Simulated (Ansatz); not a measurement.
Si12W:
```xyz
13
Lattice="7.0804 0.0000 0.0000 -3.5402 6.1318 0.0000 0.0000 0.0000 5.2404" Properties=species:S:1:pos:R:3 pbc="T T T"
W      0.0000     0.0000     0.0000
Si     2.3634     0.0000     3.8499
Si     2.3634     0.0000     1.3904
Si     1.1817     2.0468     3.8499
Si     1.1817     2.0468     1.3904
Si    -1.1817     2.0468     3.8499
Si    -1.1817     2.0468     1.3904
Si     4.7170     0.0000     3.8499
Si     4.7170     0.0000     1.3904
Si     2.3585     4.0850     3.8499
Si     2.3585     4.0850     1.3904
Si    -2.3585     4.0850     3.8499
Si    -2.3585     4.0850     1.3904
```

Relaxed with r²SCAN+D4.

### Question
Map the electron localisation function on the plane through (0.000, 0.000, 0.000) spanned by u = [1, 0, 0] and v = [0, 0, 1] in lattice vectors, from r²SCAN+D4 in the plane-wave PAW code Ansatz.

### Answer
x is the fraction of u, y of v (the angle between them is 90°; rows are the nearest grid lines); atoms in the plane: W at (0.00, 0.00), Si at (0.33, 0.73), Si at (0.33, 0.27), Si at (0.67, 0.73), Si at (0.67, 0.27).
```
|016752235666654322223456666532257610|
|136752245666665433334566666542257631|
|667631246777766655556667777642136766|
|776422357776666777777666677753224677|
|432224676533336899998633335676422234|
|322235665434545899998545434566532223|
|333345565335645899998546533565543333|
|333334554224434799997434422455433333|
|222223344333445788887544333443322222|
|111111245566766666666667665542111111|
|000001235789987654456789987532100000|
|000000135799998642246899997531000000|
|000000135799998642246899997531000000|
|000001235789987654456789987532100000|
|111111245566766666666667665542111111|
|222223344333445788887544333443322222|
|333334554224434799997434422455433333|
|333345565335645899998546533565543333|
|322235665434545899998545434566532223|
|432224676533336899998633335676422234|
|776422357776666777777666677753224677|
|667631246777766655556667777642136766|
|136752245666665433334566666542257631|
|016752235666654322223456666532257610|
```
Scale: ten equal steps from 0.040 (start of '0') to 0.916 (end of '9'), in the order '0123456789'; x runs from 0.000 to 1.00, y from 0.000 (bottom) to 1.00 (top).

The density is the valence pseudo-density with augmentation charge, so density and ELF within about 1 Å of a nucleus are not all-electron values.

Space group P6/mmm. The start of the workflow was typed in or built on a structure type; neither database checked (COD, Materials Project) lists it. Its standing as an ambient phase is unchecked. The cell was relaxed with r²SCAN+D4 under the symmetry of its start; whether a distortion lowers the energy is not shown. No spin polarisation was allowed. Its formation energy is positive at this level, so the cell may be metastable or incomplete. Scalar-relativistic: spin–orbit coupling is off unless named, which matters more the heavier the elements.

Potentials: the earlier of the program's two PAW sets.
